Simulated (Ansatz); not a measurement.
# Compressing Ni$_{3}$Si: a fit and a missing row

Ni$_{3}$Si, Pm-3m, a = 3.461 Å. The structure is a COD entry; whether it is the stable form wasn't checked. Ansatz: PBEsol, PAW, 420 eV, Γ-centred 12×12×12 mesh on 4 atoms, Gaussian smearing 0.10 eV; no spin polarisation. Symmetry fixes shape and atoms, so the cell is only scaled; pressure is positive in compression.

```tsv
V (Å³/atom)	P (GPa)
9.122	41.37
9.433	?
9.744	17.15
10.055	7.83
10.366	-0.04
10.677	-6.66
10.988	-12.24
11.403	-18.31
```

Q: Take V0 = 10.366 Å³/atom, count pressures from its P0 = -0.04 GPa, fit the third-order Birch–Murnaghan form to the other rows, and predict the missing pressure.

A: With the Eulerian strain f = ½[(V0/V)^(2/3) − 1] and y = (P − P0)/[3f(1 + 2f)^(5/2)], the form is the line y = B0 + 1.5 B0 (B0′ − 4) f. Rows (f, y): 0.04448, 250.8; 0.02106, 245.4; 0.01026, 243.0; -0.00976, 237.5; -0.01905, 235.2; -0.03079, 231.9. Means f = 0.002700, y = 240.63; Σ(Δf)² = 0.003890, ΣΔfΔy = 0.9799; the slope is their ratio. y = 240.0 + 251.9 f GPa, so B0 = 240.0 GPa and B0′ = 4 + 2 × (251.9)/(3 × 240.0) = 4.70. At V = 9.433, f = 0.03245, y = 248.17 and P = 28.23 GPa. The run gave 28.22 GPa, so the fit is 0.01 GPa too high, within the rms miss on the fitted rows (0.03 GPa).